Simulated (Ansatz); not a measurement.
In plane-wave PAW PBE (Ansatz code), MoPt in the L1₀ or tetragonal B2 structure (P4/mmm) relaxes to a = 2.730 Å, c = 4.134 Å. Pt has 12 nearest neighbours from 2.73 Å (cuboctahedral); Mo has 12 nearest neighbours from 2.73 Å (cuboctahedral). Against the elements it lies at -0.26 eV/atom, with no fitted shifts.

Electronic character: metallic (no gap). Gap from PBE with spin–orbit coupling: none (metallic).

An equation-of-state fit gives a bulk modulus of 271 GPa.

The start of the workflow was typed in or built on a structure type; neither database checked (COD, Materials Project) lists it. Its standing as an ambient phase is unchecked. The cell was relaxed with PBE under the symmetry of its start; whether a distortion lowers the energy is not shown. No spin polarisation was allowed. Axis ratios of metals converge slowly with the k-mesh, so a and c are less sure than the volume. The references are the lowest solids computed at this level, not always the standard phases. Scalar-relativistic: spin–orbit coupling is off unless named, which matters more the heavier the elements.

Potentials: the later of the program's two PAW sets.
